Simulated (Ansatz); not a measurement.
Level of theory: Ansatz, DFT PBE, scalar-relativistic, plane waves, PAW. All cells share a 420 eV cutoff and Γ-centred k meshes spaced at most about 0.3 Å⁻¹ (about 0.25 or finer for metals, 2π included). No spin polarisation in the final relaxations.

These are static total energies at zero pressure. All come from trial cells, and lower structures may exist.

Question: These unrelaxed guesses for Li3Os are each relaxed within their symmetry. Order them by the energy at which they end, lowest first.
A.

```xyz
4
Lattice="2.6668 0.0000 0.0000 0.0000 3.7285 0.0000 0.0000 0.0000 5.2262" Properties=species:S:1:pos:R:3 pbc="T T T"
Li    0.0000    0.0000    2.6131
Li    1.3334    1.8642    3.9401
Li    1.3334    1.8642    1.2860
Os    0.0000    0.0000    0.0000
```

B.

```xyz
4
Lattice="-1.7642 1.7642 4.1789 1.7642 -1.7642 4.1789 1.7642 1.7642 -4.1789" Properties=species:S:1:pos:R:3 pbc="T T T"
Li    0.0000    1.7642    2.0894
Li    1.7642    0.0000    2.0894
Li    0.0000    0.0000    4.1789
Os    0.0000    0.0000    0.0000
```

Answer: A (ends in Pmmm, 0 meV/atom), B (ends in I4/mmm, TiAl3 (D0_22) type, 0.38 eV/atom). Even the lowest end lies +0.19 eV/atom against the elements.

These runs have no spin–orbit coupling, which can matter for Os. Cells relaxed within their symmetry can be saddle points. Some types were kept out of the candidates beforehand, so the set may lack a known form.
